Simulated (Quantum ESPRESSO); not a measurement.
```
K2Se
1.0
    0.00000     3.77766     3.77766
    3.77766     0.00000     3.77766
    3.77766     3.77766     0.00000
K Se
2 1
Cartesian
  1.88883   1.88883   1.88883
  5.66649   5.66649   5.66649
  0.00000   0.00000   0.00000
```

The PBEsol cell relaxed from Materials Project entry mp-8426 was given an isotropic strain of -0.7 % on all lattice vectors, and the atoms were relaxed again.

Q: What does PBEsol (Quantum ESPRESSO, PseudoDojo norm-conserving, 86 Ry, no spin-orbit coupling) give for the electronic structure near the Fermi level?

A: The PBEsol gap is indirect, 2.16 eV, from X to Γ; the smallest direct gap is 2.33 eV. Another valence extremum on the path lies within 0.02 eV, too close to call. Spin-orbit splittings are left out.
